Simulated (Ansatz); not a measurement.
**Ansatz run, Zr₂Sb₃Ir**

Input file of Ansatz 0.2.0:

```yaml
crystal:
  lattice:
    - [3.918869, 0.0, 0.0]
    - [0.0, 3.918869, 0.0]
    - [0.0, 0.0, 8.588715]
  atoms:
    - { symbol: Sb, position: [0.5, 0.5, 0.0] }
    - { symbol: Ir, position: [0.0, 0.0, 0.0] }
    - { symbol: Zr, position: [0.0, 0.5, 0.734] }
    - { symbol: Zr, position: [0.5, 0.0, 0.266] }
    - { symbol: Sb, position: [0.0, 0.5, 0.382] }
    - { symbol: Sb, position: [0.5, 0.0, 0.618] }
  symmetry: { tolerance: 0.0003 }
kpoints:
  mp_grid: { grid: [9, 9, 4], shift: [0, 0, 0] }
  band_path:
    path:
      - [0.0, 0.0, 0.0]
      - [0.0, 0.5, 0.0]
      - [0.5, 0.5, 0.0]
      - [0.0, 0.0, 0.0]
      - [0.0, 0.0, 0.5]
      - [0.0, 0.5, 0.5]
      - [0.5, 0.5, 0.5]
      - [0.0, 0.0, 0.5]
      - [0.0, 0.5, 0.0]
      - [0.0, 0.5, 0.5]
      - [0.5, 0.5, 0.0]
    npoints: 6
magnetization:
  spin_polarized: false
scf:
  occupations: { method: fermi_dirac, width: 0.0912 }
  lower_state_search: "off"
  max_iter: 200
hamiltonian:
  pseudopotentials: { kind: paw }
  xc: pbesol
basis:
  ecutwfc: 420
  fft_grid_basis: typed
output:
  forces: true
  stress: true
  eigenvalues: true
  bader: true
  populations: true
  elf: true
  write_potential: true
  volumetric_format: npy
  dos:
    e_range: [-12, 8]
    de: 0.05
    projected: { site_lists: { Ir: [Ir], Sb: [Sb], Zr: [Zr] } }
checkpoint:
  read: saved_state
```

Run as

```sh
ansatz run input.yaml --threads 1 --pin off --max-ram 2560MiB --backend cpu --events-out ev --progress --plain --runs-dir out
```

The saved state is an earlier solution for the same cell, perhaps on another mesh. 

Parts of the output:

```
SCF iter   1: F=—  Δρ=1.57e-3  dr2=4.47e-3
SCF iter   2: F=—  Δρ=8.87e-4  dr2=2.37e-3
SCF iter   3: F=—  Δρ=1.73e-4  dr2=1.46e-4
SCF iter   4: F=—  Δρ=3.99e-5  dr2=5.52e-6
SCF iter   5: F=—  Δρ=1.45e-5  dr2=5.41e-7
SCF iter   6: F=-39283.6792 eV  Δρ=4.38e-6  dr2=4.60e-8
Free energy (F): -39283.6792 eV
Harris-Foulkes:  -39283.6792 eV  (|F-HF|=2.61e-8)
Internal energy: -39283.5748 eV  (E = F + TS)
E sigma→0 (E₀):  -39283.6270 eV
Entropy (-TS):   -0.1044 eV (-17.400 meV/atom)
Fermi energy:    14.4539 eV
--- Per-component energies (eV) ---
  E_band       = -721.9717
  E_kinetic    = 1917.8866
  E_local      = -7099.2116  (includes V_loc(G=0)·N_el)
  E_nonlocal   = 1337.9280
  E_hartree    = 2993.1886
  E_xc         = -1002.3554
  E_vxc        = -973.8241  (∫ρ·V_xc dr)
  E_paw        = -28394.3292  (= ΣΔE_a)
  E_vpaw       = -1891.1222  (= ΣTr[D̂ρ^β])
  E_aug_tail   = 0.0001  (compensation charges beyond the density's cutoff)
  E_ewald      = -9038.2744
  E_core_change = 1.5923  (= ΣΔE_core)
  E_smearing   = -0.1044  (= −TS)
--- Forces (eV/Å), atoms counted from 1 ---
  atom   1  Sb     0.0000     0.0000     0.0000
  atom   2  Ir     0.0000     0.0000     0.0000
  atom   3  Zr     0.0000     0.0000     1.1924
  atom   4  Zr     0.0000     0.0000    -1.1924
  atom   5  Sb     0.0000     0.0000    -0.0730
  atom   6  Sb     0.0000     0.0000     0.0730
--- Stress (GPa, compression-positive) ---
       -2.9138       0.0000       0.0000
        0.0000      -2.9138       0.0000
        0.0000       0.0000      -2.8108
  P = ⅓ Tr σ = -2.8795 GPa (-28.795 kbar)
--- Löwdin populations: 6 sites ---
  site symbol       q [e]
     0     Sb     14.9392
     1     Ir     16.9644
     2     Zr     11.7906
     3     Zr     11.7906
     4     Sb     15.0796
     5     Sb     15.0796
  spilling = 0.0041 (of n_electrons = 86.0000)
--- Bader charges: 6 sites ---
  site symbol  charge [e]  shift [e]
     0     Sb     -0.0850     0.0001
     1     Ir     -1.0327     0.0001
     2     Zr      1.3601     0.0000
     3     Zr      1.3601     0.0000
     4     Sb     -0.8012     0.0000
     5     Sb     -0.8012     0.0000
```

Origin: a known structure type with other elements, at an estimated volume, so it need not be a known compound.
